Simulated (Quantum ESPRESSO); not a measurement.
## Calculated data, Si₃Ge (made-up cell)

Computed with Quantum ESPRESSO 7.5. Calculation on a made-up crystal cell, not a measurement: periodic Kohn-Sham density functional theory in plane waves with PseudoDojo standard norm-conserving scalar-relativistic pseudopotentials, each functional with its own files (v0.5 for PBE, v0.4.1 for LDA and PBEsol), no spin polarisation, no spin-orbit coupling, atoms not relaxed, stress positive in tension, energies less a fixed whole-eV offset for each atom's element; levels are Kohn-Sham levels at fractions of this cell's reciprocal vectors, counted from the reference band (half the neutral cell's valence electrons, rounded up) at Gamma; error bars cover cutoff and k-mesh only, not smearing or the files; each bar is the largest change over components, and at least 0.002 eV, 0.002 eV per angstrom or 0.02 GPa; added strain carries the atoms with the cell, and shear is the tensor component; energies are for the whole cell, and the offsets were chosen from early runs and are not element reference energies; machines and their load varied, so run times do not measure scaling.

```cif
# cell vector a (Å): 5.6414 -0.0044 -0.0083
# cell vector b (Å): -0.0044 5.5462 -0.0531
# cell vector c (Å): -0.0083 -0.0531 5.5000
data_Si3Ge
_symmetry_space_group_name_H-M 'P 1'
_symmetry_Int_Tables_number 1
_cell_length_a 5.6414
_cell_length_b 5.5465
_cell_length_c 5.5003
_cell_angle_alpha 91.102
_cell_angle_beta 90.170
_cell_angle_gamma 90.089
_cell_volume 172.07
loop_
_atom_site_label
_atom_site_type_symbol
_atom_site_fract_x
_atom_site_fract_y
_atom_site_fract_z
_atom_site_occupancy
Si1 Si 0.00435 0.99792 0.00291 1
Si2 Si 0.98712 0.46097 0.50430 1
Ge1 Ge 0.50544 0.00338 0.52954 1
Si3 Si 0.49988 0.50413 0.00377 1
Si4 Si 0.23737 0.24337 0.25454 1
Si5 Si 0.23835 0.77651 0.73918 1
Si6 Si 0.74138 0.24473 0.74083 1
Ge2 Ge 0.75030 0.76610 0.26218 1
_calc_lattice_type 'zincblende/diamond'
_calc_functional 'pbe'
_calc_cutoff 1061  # eV
_calc_fermi_dirac_smearing 0.1  # eV
_calc_scf_tolerance 1e-07  # eV
_calc_electrons_removed 0
_calc_run_command 'mpirun -np 4 pw.x -nk 4 -in in'
_calc_run_processor 'Intel Xeon, 2023 or later, virtual cores'
_calc_k_mesh '6 x 6 x 6, shifted by half a step'
_calc_free_energy_less_offsets -0.7258  # eV
_calc_scf_iterations 9
_calc_smearing_term_minus_ts -0.01458  # eV
_calc_pressure 0.3376  # GPa
_calc_stress_xx 0.2659  # GPa
_calc_stress_yy -0.1337  # GPa
_calc_stress_zz -1.145  # GPa
_calc_stress_yz -3.132  # GPa
_calc_stress_xz 1.957  # GPa
_calc_stress_xy -2.679  # GPa
_calc_error_bar_energy 0.002  # eV
_calc_error_bar_stress 0.02  # GPa
_calc_error_bar_force 0.003869  # eV/angstrom
_calc_error_bars_from 'tighter rerun of a related cell'
_calc_wall_time_of_scf_and_band_steps_on_a_shared_machine 199.4  # s
```

Atoms:
| atoms element | atom site | atom energy offset (eV) |
| --- | --- | --- |
| Si | 1 | -115 |
| Si | 2 | -115 |
| Ge | 3 | -2430 |
| Si | 4 | -115 |
| Si | 5 | -115 |
| Si | 6 | -115 |
| Si | 7 | -115 |
| Ge | 8 | -2430 |

Forces:
| site | x (eV/Å) | y (eV/Å) | z (eV/Å) |
| --- | --- | --- | --- |
| 1 | -0.7615 | 0.5635 | -0.2802 |
| 2 | 0.6364 | 2.481 | -0.3045 |
| 3 | -1.523 | -0.1796 | -2.151 |
| 4 | -0.7966 | 0.2941 | -0.2952 |
| 5 | 1.35 | 0.2671 | -0.3658 |
| 6 | -0.2785 | -2.882 | 0.8811 |
| 7 | 0.9682 | 1.035 | 2.882 |
| 8 | 0.4049 | -1.579 | -0.3658 |
